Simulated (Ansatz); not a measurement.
AlMo2C in space group P6_3/mmc (No. 194; Al on 2d, Mo on 4f, C on 2a) under volume change, PBEsol in the plane-wave PAW code Ansatz, shape and atoms relaxed at each volume.

```
V (Å³/atom)  E − E(relaxed) (meV/atom)  P (GPa)
-----------  -------------------------  -------
11.852                            81.9    24.50
12.243                             [?]      [?]
12.634                             [?]      [?]
13.024                             0.0     0.00
13.415                             7.2    -5.76
13.806                            27.4   -10.66
14.197                            58.2   -14.43
```

Question: Some entries are withheld; supply them.

Answer: 
- 12.243, E − E(relaxed) (meV/atom): 34.2
- 12.243, P (GPa): 14.88
- 12.634, E − E(relaxed) (meV/atom): 8.1
- 12.634, P (GPa): 6.80

Question: What does a third-order Birch–Murnaghan fit give for V₀, B₀ and B′?

Answer: V₀ = 13.02 Å³/atom, B₀ = 207 GPa, B′ = 4.8.

The start of the workflow was typed in or built on a structure type; neither database checked (COD, Materials Project) lists it. Whether it is the stable phase at ambient conditions was not checked. Symmetry was held in the PBEsol relaxation; whether a distortion lowers the energy is not shown. The run is not spin-polarised.

Potentials: the earlier of the program's two PAW sets. The files were generated under PBE; for other functionals the program regenerates the frozen cores, and for LDA and PBEsol the local potential too.
